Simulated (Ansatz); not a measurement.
Relaxing Si

These are results of DFT PBEsol, scalar-relativistic, plane waves, PAW (Ansatz 0.2.0), not measurements. Cutoff 420 eV, Γ-centred k mesh, Gaussian smearing, no spin polarisation in the final step.

A relaxed cell is given with its space group left out.

```yaml
crystal:
  lattice:
    - [0.00000, 2.71692, 2.71692]
    - [2.71692, 0.00000, 2.71692]
    - [2.71692, 2.71692, 0.00000]
  atoms:
    - { symbol: Si, position: [0.75000, 0.75000, 0.75000] }
    - { symbol: Si, position: [0.50000, 0.50000, 0.50000] }
```

Question: What space group does it have?

Answer: Fd-3m (No. 227). Conventional cell: a = 5.434 Å. Si has 4 Si at 2.35 Å.

Question: Is it a metal?

Answer: No, the gap on the 12×12×12 mesh is 0.46 eV.

The final run used a 12×12×12 mesh on its 2-atom cell and 0.02 eV smearing.